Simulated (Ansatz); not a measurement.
According to PBEsol (plane waves, PAW; program Ansatz), TaSnO in the tetragonal phase (P4/nmm; Ta on 2c, Sn on 2a, O on 2c) relaxes to a = 3.986 Å, c = 6.624 Å. Its formation energy from the elements is -0.20 eV/atom, with no fitted shifts.

Electronic character: metallic (no gap).

The start of the workflow was typed in or built on a structure type; neither database checked (COD, Materials Project) lists it. Whether it is the stable phase at ambient conditions was not checked. The PBEsol relaxation kept the symmetry of its start; whether a distortion lowers the energy is not shown. No spin polarisation was allowed. The references are the lowest solids computed at this level, not always the standard phases (solids in place of the gases). Scalar-relativistic: spin–orbit coupling is off unless named, which matters more the heavier the elements.

Potentials: the earlier of the program's two PAW sets. The files were generated under PBE; for other functionals the program regenerates the frozen cores, and for LDA and PBEsol the local potential too.
